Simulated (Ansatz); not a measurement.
Values for one crystal, relaxed and computed with plane-wave PAW PBEsol (Ansatz code); other levels are named.

| Item | Result |
|---|---|
| Volume per atom | 13.04 Å³ |
| Electronic character | metallic (no gap) |
| Young's modulus | 144 GPa |
| Zone-centre stability | no imaginary mode at Γ |
| Density of states at the Fermi level | 0.29 states/eV per atom (mean over ±0.08 eV) |
| Highest zone-centre frequency | 329 cm⁻¹ |
| Pressure derivative B′ | 4.9 |

Pick the material that matches.
A) Si2Ni, fluorite or antifluorite type
B) ScSi, CsCl type
C) SiGe, P-6m2 (Ge on 1a, Si on 1f)
D) Y3Si5, P-62m (Y on 3f, Si on 2d, Si on 3g)

A, Si2Ni, fluorite or antifluorite type

Space group Fm-3m (fluorite or antifluorite type). The PBEsol relaxation kept the symmetry of its start. The run is not spin-polarised. As this level gives no gap, phonon frequencies hold no LO–TO term and depend on the k-mesh and smearing (Fermi–Dirac, 0.1 eV here).

Potentials: the earlier of the program's two PAW sets. The files were generated under PBE; for other functionals the program regenerates the frozen cores, and for LDA and PBEsol the local potential too.
